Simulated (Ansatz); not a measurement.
Input and command of a calculation in Ansatz (plane waves; scalar-relativistic PAW potentials unless the input names others):

```yaml
crystal:
  lattice:
    - [0.0, 2.1320432, 2.1320432]
    - [2.1320432, 0.0, 2.1320432]
    - [2.1320432, 2.1320432, 0.0]
  atoms:
    - { symbol: Mg, position: [0.0, 0.0, 0.0] }
basis:
  ecutwfc: 420
kpoints:
  mp_grid: { grid: [18, 18, 18] }
hamiltonian:
  xc: lda
scf:
  occupations: { method: tetrahedron }
output:
  forces: true
  eigenvalues: true
  stress: true
```

```bash
ansatz run input.yaml --threads 1 --pin off --max-ram 1228MiB --backend cpu --events-out ev --progress --plain --runs-dir out
```

Abridged log:
```
Warning: output.forces, output.stress, relax.cell or npt_langevin: where a Kohn–Sham band that disperses or a degenerate level is filled in part under the method tetrahedron, the forces or the stress that this run publishes need not agree with its energy (scf.occupations.method in the input reference, under Limitations); prefer a smearing scheme for the forces or the stress
Pseudopotentials: kind: paw
Pseudopotential: Mg, paw, valence charge 10, recommended cutoff 420 eV (normal)
Functional definition: SPW92
Crystal: 1 atom, lattice volume = 19.383 Å³
Basis set: ecut = 420 eV, 339 PW (Γ)
Bands: 9, of which v1, the nominal top of the filled ones, is band 5 counted from 1 (4 counted from 0)
Symmetry: 48 space group operations
Space group: Fm-3m (ITA 225), of the structure as read, at distance tolerance 2.7e-5 Å
k-points: 195 of 5832
Initial density: superposition of atomic densities (neutral atoms: chi_scale 0, normalization atom), corrected by the library's trained network
Initial wavefunctions: pseudopotential atomic-orbital guess
Functional: x = slater, c = lda
SCF iter   1: F=—  HF=-1901.555289 eV  |F-HF|=—  |Δ(HF+E_count)|=         —  Δρ=6.98e-3  dr2=3.14e-3  ethr=1.77e-3  ⟨swp⟩=6.0  Hψ=13163  notcnv=0
SCF iter   2: F=—  HF=-1901.551139 eV  |F-HF|=—  |Δ(HF+E_count)|=   4.15e-3  Δρ=2.04e-3  dr2=3.15e-4  ethr=3.14e-5  ⟨swp⟩=2.0  Hψ=5077  notcnv=0  defer=1
SCF iter   3: F=—  HF=-1901.550892 eV  |F-HF|=—  |Δ(HF+E_count)|=   2.48e-4  Δρ=2.55e-4  dr2=1.33e-5  ethr=3.15e-6  ⟨swp⟩=2.0  Hψ=3507  notcnv=0  defer=1
SCF iter   4: F=—  HF=-1901.550890 eV  |F-HF|=—  |Δ(HF+E_count)|=   1.83e-6  Δρ=6.76e-5  dr2=2.86e-7  ethr=1.33e-7  ⟨swp⟩=2.9  Hψ=3442  notcnv=0  defer=1
SCF iter   5: F=-1901.550890 eV  HF=-1901.550890 eV  |F-HF|=8.28e-10  |Δ(HF+E_count)|=   2.73e-7  Δρ=4.03e-6  dr2=1.65e-9  ethr=1.00e-9  ⟨swp⟩=4.0  Hψ=5440  notcnv=0
SCF 1 converged in 5 iterations: F = -1901.550890 eV  dr2 = 1.65e-9
SCF converged after 5 iterations
Stability not checked: this state was not tested for a lower state beside it, because cold or Methfessel-Paxton smearing, or corrected tetrahedra, fill the levels in a way that the test cannot read (fill_not_monotonic; see scf.lower_state_search)
Free energy (F): -1901.550890 eV
Harris-Foulkes:  -1901.550890 eV  (|F-HF|=8.28e-10)
Internal energy: -1901.550890 eV  (E = F + TS)
E sigma→0 (E₀):  -1901.550890 eV
Fermi energy:    6.912282 eV
--- Forces (eV/Å), atoms counted from 1 ---
  atom   1  Mg     0.00000000     0.00000000     0.00000000
--- Stress (GPa, compression-positive) ---
        5.592764       0.000000       0.000000
        0.000000       5.592764       0.000000
        0.000000       0.000000       5.592764
  P = ⅓ Tr σ = 5.5928 GPa (55.928 kbar)
```

Apart from outputs and empty bands, the input differs from a reference run on usual settings in scf.occupations.width: 0.15 → not typed; scf.occupations.method: "gaussian" → "tetrahedron". The reference, at the same geometry (not necessarily relaxed), gave pressure 5.70 GPa, largest force 0.000 eV/Å, no gap on the mesh. This run converged in 5 SCF iterations (reference: 6) with an energy at zero smearing 0.51 meV/atom above the reference's, pressure 5.59 GPa, largest force 0.000 eV/Å, no gap on the mesh.